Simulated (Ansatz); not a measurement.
TePt:
```xyz
2
Lattice="3.4276 0.0000 0.0000 0.0000 3.4276 0.0000 0.0000 0.0000 3.4276" Properties=species:S:1:pos:R:3 pbc="T T T"
Pt     0.0000     0.0000     0.0000
Te     1.7138     1.7138     1.7138
```

Relaxed with r²SCAN. Special points in fractions of this cell's reciprocal vectors: Γ (0.000, 0.000, 0.000); X (0.000, 0.500, 0.000); M (0.500, 0.500, 0.000); R (0.500, 0.500, 0.500).

**Question.** List the band energies nearest the Fermi level at these points for r²SCAN with spin–orbit coupling (plane waves, PAW; program Ansatz).

**Answer.** In eV from the Fermi level; about four levels below and three above (degenerate sets whole), none deeper than 8.9 eV; points with the same levels are listed once.

```csv
k,below,above
Γ,-1.12 -1.12 -1.12 -1.12,0.86 0.86 7.37 7.37 7.37 7.37
X,-2.51 -2.51 -1.82 -1.82,2.06 2.06 2.99 2.99
M,-1.43 -1.43 -0.42 -0.42,0.76 0.76 8.20 8.20
R,-1.99 -1.99 -1.99 -1.99,0.36 0.36 1.24 1.24 1.24 1.24
```

Space group Pm-3m (CsCl type). The start of the workflow was typed in or built on a structure type; neither database checked (COD, Materials Project) lists it. COD files the formula under space group No. 166, 194. Its standing as an ambient phase is unchecked. Symmetry was held in the r²SCAN relaxation; whether a distortion lowers the energy is not shown. No spin polarisation was allowed. Its formation energy is positive at this level, so the cell may be metastable or incomplete.

Potentials: the later of the program's two PAW sets.
